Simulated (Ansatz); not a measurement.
## What a change of settings does to a run on Zr

The geometry is COD entry 9008523, unchecked; take it as a test cell.

First run: DFT, PBE, all-electron LAPW, scalar-relativistic (Ansatz 0.2.0).

Command: `ansatz run input.yaml --threads 1 --pin off --max-ram 2048MiB --backend cpu --events-out ev --progress --plain --runs-dir out` The run took 73 s on 1 thread of Arm Neoverse N1 (shared host).

```yaml
crystal:
  lattice:
    - [3.232, 0.0, 0.0]
    - [-1.616, 2.798994105, 0.0]
    - [0.0, 0.0, 5.147]
  atoms:
    - { symbol: Zr, position: [0.3333333333, 0.6666666667, 0.25] }
    - { symbol: Zr, position: [0.6666666667, 0.3333333333, 0.75] }
kpoints:
  mp_grid: { grid: [12, 12, 7] }
scf:
  occupations: { method: fermi_dirac, width: 0.05 }
hamiltonian:
  xc: pbe
  pseudopotentials: { kind: all_electron, lapw: { basis_error: 0.001 } }
output:
  forces: true
  stress: true
relax:
  f_tol: 0.005
  max_steps: 80
  cell: {}
```

Result: converged; relaxed volume 23.405 Å³/atom; 22 SCF iterations in all.

A second run of a changed input logged this at its end:

```
Crystal: 2 atoms, lattice volume = 111.287 Å³
Basis set: ecut = 102.76424337244579 eV, 263 PW (Γ), exchange–correlation at level 2
iter 1 solved again at ethr=1.70e-7 eV; its pass at ethr=1.00e-1 eV (dr2=7.49e-5 eV) is discarded
SCF iter   1: F=—  HF=-195827.361953 eV  |F-HF|=—  |Δ(HF+E_count)|=         —  Δρ=2.75e-4  dr2=1.40e-4  ethr=1.70e-7  ⟨swp⟩=10.5  Hψ=14400  notcnv=0
preconditioner: auto → Kerker (q_TF=auto, 2.337 Å⁻¹)  [metal: Δε(μ)=0.059 eV  Ē_g=5.404 eV  σ=0.050 eV  W_gap=0.27  n_scr=22 (ndim 8)  ℏωp=10.0 eV  f_vac=0.000  D(μ)=1.61/eV (n_scr^D=2)]
SCF iter   2: F=—  HF=-195827.340741 eV  |F-HF|=—  |Δ(HF+E_count)|=   2.12e-2  Δρ=3.37e-4  dr2=1.63e-4  ethr=1.70e-7  ⟨swp⟩=3.8  Hψ=7497  notcnv=0
SCF iter   3: F=—  HF=-195827.341412 eV  |F-HF|=—  |Δ(HF+E_count)|=   6.70e-4  Δρ=2.77e-4  dr2=1.37e-4  ethr=1.70e-7  ⟨swp⟩=3.0  Hψ=7010  notcnv=0
SCF iter   4: F=—  HF=-195827.341702 eV  |F-HF|=—  |Δ(HF+E_count)|=   2.90e-4  Δρ=1.39e-4  dr2=4.88e-5  ethr=1.70e-7  ⟨swp⟩=2.8  Hψ=6789  notcnv=0
```

Question: What was wrong with the input?

Answer: An enormous or negative U, by this change (others could give a like log):
```diff
@@ -11,7 +11,9 @@
 scf:
   occupations: { method: fermi_dirac, width: 0.05 }
+  max_iter: 100
 hamiltonian:
   xc: pbe
   pseudopotentials: { kind: all_electron, lapw: { basis_error: 0.001 } }
+  hubbard: { sites: [{ species: Zr, l: d, u_eff: 20.0 }] }
 output:
   forces: true
```
